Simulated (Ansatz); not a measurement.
Al$_{2}$O$_{3}$:
```cif
data_Al16O24
_chemical_formula_sum 'Al16 O24'
_space_group_name_H-M_alt 'P 1'
_space_group_IT_number 1
_cell_length_a 7.69525
_cell_length_b 7.69525
_cell_length_c 7.69525
_cell_angle_alpha 109.471
_cell_angle_beta 109.471
_cell_angle_gamma 109.471
loop_
_space_group_symop_operation_xyz
  'x, y, z'
loop_
_atom_site_label
_atom_site_type_symbol
_atom_site_fract_x
_atom_site_fract_y
_atom_site_fract_z
_atom_site_occupancy
Al1 Al 0.50000 0.50000 0.50000 1
Al2 Al 0.50000 0.00000 0.00000 1
Al3 Al 0.00000 0.00000 0.50000 1
Al4 Al 0.00000 0.50000 0.00000 1
Al5 Al 0.25000 0.71225 0.46225 1
Al6 Al 0.75000 0.78775 0.03775 1
Al7 Al 0.46225 0.25000 0.71225 1
Al8 Al 0.03775 0.75000 0.78775 1
Al9 Al 0.71225 0.46225 0.25000 1
Al10 Al 0.78775 0.03775 0.75000 1
Al11 Al 0.75000 0.28775 0.53775 1
Al12 Al 0.25000 0.21225 0.96225 1
Al13 Al 0.53775 0.75000 0.28775 1
Al14 Al 0.96225 0.25000 0.21225 1
Al15 Al 0.28775 0.53775 0.75000 1
Al16 Al 0.21225 0.96225 0.25000 1
O1 O 0.54583 0.77525 0.54883 1
O2 O 0.72642 0.99700 0.95117 1
O3 O 0.77358 0.72475 0.27057 1
O4 O 0.95417 0.50300 0.22943 1
O5 O 0.54883 0.54583 0.77525 1
O6 O 0.95117 0.72642 0.99700 1
O7 O 0.27057 0.77358 0.72475 1
O8 O 0.22943 0.95417 0.50300 1
O9 O 0.77525 0.54883 0.54583 1
O10 O 0.99700 0.95117 0.72642 1
O11 O 0.72475 0.27057 0.77358 1
O12 O 0.50300 0.22943 0.95417 1
O13 O 0.45417 0.22475 0.45117 1
O14 O 0.27358 0.00300 0.04883 1
O15 O 0.22642 0.27525 0.72943 1
O16 O 0.04583 0.49700 0.77057 1
O17 O 0.45117 0.45417 0.22475 1
O18 O 0.04883 0.27358 0.00300 1
O19 O 0.72943 0.22642 0.27525 1
O20 O 0.77057 0.04583 0.49700 1
O21 O 0.22475 0.45117 0.45417 1
O22 O 0.00300 0.04883 0.27358 1
O23 O 0.27525 0.72943 0.22642 1
O24 O 0.49700 0.77057 0.04583 1
```

Relaxed with r²SCAN.

### Question
Give the optical modes at the zone centre with their infrared activity from DFPT, r²SCAN in the plane-wave PAW code Ansatz.

### Answer
Transverse frequencies, without the LO–TO term; a row sums one degenerate level.

```csv
ω (cm⁻¹),degeneracy,IR ((D/Å)²/amu),activity
247,1,0.00,IR-inactive
267,3,1.90,IR
273,3,0.00,IR-inactive
279,3,0.00,IR-inactive
280,3,0.42,IR
281,1,0.00,IR-inactive
298,2,0.00,IR-inactive
320,3,0.00,IR-inactive
325,2,0.00,IR-inactive
333,3,17.03,IR
352,3,43.68,IR
373,3,0.00,IR-inactive
380,3,1.72,IR
383,2,0.00,IR-inactive
388,3,0.00,IR-inactive
399,3,1.92,IR
403,3,0.00,IR-inactive
412,2,0.00,IR-inactive
417,3,95.77,IR
418,1,0.00,IR-inactive
432,3,0.00,IR-inactive
435,1,0.00,IR-inactive
456,3,16.61,IR
467,1,0.00,IR-inactive
474,3,134.99,IR
489,3,0.00,IR-inactive
503,3,0.00,IR-inactive
514,3,6.87,IR
551,3,404.83,IR
553,2,0.00,IR-inactive
577,2,0.00,IR-inactive
603,3,0.00,IR-inactive
604,1,0.00,IR-inactive
611,2,0.00,IR-inactive
620,3,5.67,IR
643,3,2.74,IR
644,3,0.00,IR-inactive
675,3,0.00,IR-inactive
676,1,0.00,IR-inactive
694,3,0.71,IR
717,3,0.00,IR-inactive
733,3,4.56,IR
747,2,0.00,IR-inactive
755,1,0.00,IR-inactive
759,1,0.00,IR-inactive
774,3,13.50,IR
796,2,0.00,IR-inactive
824,3,0.00,IR-inactive
```

### Question
How high does the top mode go among those that the LO–TO term moves?

### Answer
886 cm⁻¹ for q along x.

Space group Ia-3 (bixbyite). The cell is a constructed one: a structure type filled with these elements; the Crystallography Open Database copy checked does not list it. It is not the phase usual at ambient conditions (space group No. 167). The cell was relaxed with r²SCAN under the symmetry of its start; of distortions, only those at the zone centre were tested.

Potentials: the later of the program's two PAW sets.
